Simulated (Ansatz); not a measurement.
BaTiO₃ (cubic perovskite)

```cif
data_BaO3Ti
_chemical_formula_sum 'Ba1 Ti1 O3'
_space_group_name_H-M_alt 'Pm-3m'
_space_group_IT_number 221
_space_group_name_Hall '-P 4 2 3'
_cell_length_a 3.96988
_cell_length_b 3.96988
_cell_length_c 3.96988
_cell_angle_alpha 90.000
_cell_angle_beta 90.000
_cell_angle_gamma 90.000
loop_
_atom_site_label
_atom_site_type_symbol
_atom_site_symmetry_multiplicity
_atom_site_Wyckoff_symbol
_atom_site_fract_x
_atom_site_fract_y
_atom_site_fract_z
_atom_site_occupancy
Ba1 Ba 1 a 0.00000 0.00000 0.00000 1
Ti1 Ti 1 b 0.50000 0.50000 0.50000 1
O1 O 3 c 0.00000 0.50000 0.50000 1
```

E(V) scan at fixed shape, V₀ the volume above. Symmetry pins the atoms to their sites.

Method: PBEsol (plane waves to 420 eV, PAW, scalar-relativistic; Ansatz, a first-principles code). k mesh 8×8×8 (Γ-centred), Fermi-Dirac smearing 0.05 eV. Energies are smeared free energies. Compression counts positive. BaTiO3 is run without spin polarisation. BaTiO3 was relaxed with its symmetry unable to fall. This is a high-temperature form of BaTiO3. ΔE is measured from the relaxed starting cell.

Q: Estimate the ΔE (kJ/mol of atoms) and P (GPa) for V/V₀ = 0.880, 0.960, 1.040, 1.080, 1.120.

A: 
```tsv
V/V₀	ΔE (kJ/mol of atoms)	P (GPa)
0.880	12.33	30.7
0.960	1.17	8.1
1.040	1.00	-6.5
1.080	3.77	-11.7
1.120	7.94	-15.8
```

(A scan under strain: stresses follow from slopes of the energy per volume, elastic moduli from its curvatures.)
